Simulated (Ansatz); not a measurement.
According to DFT-PBE in the program Ansatz with PAW potentials, SnGe3 in the tetragonal phase (P-4m2; Ge on 2g, Ge on 1a, Sn on 1c) relaxes to a = 4.232 Å, c = 6.014 Å. Ge on 2g has 4 nearest neighbours from 2.54 Å (tetrahedral); Ge on 1a has 4 nearest neighbours from 2.54 Å (tetrahedral); Sn has 4 nearest neighbours from 2.66 Å (tetrahedral). Its formation energy from the elements is 0.041 eV/atom, with no fitted shifts.

Electronic character: metallic (no gap).

An equation-of-state fit gives a bulk modulus of 50.7 GPa.

The start of the workflow was typed in or built on a structure type; neither database checked (COD, Materials Project) lists it. Whether it is the stable phase at ambient conditions was not checked. The cell was relaxed with PBE under the symmetry of its start; whether a distortion lowers the energy is not shown. The references are the lowest solids computed at this level, not always the standard phases. Spin–orbit coupling is left out wherever it is not named.

Potentials: the later of the program's two PAW sets.
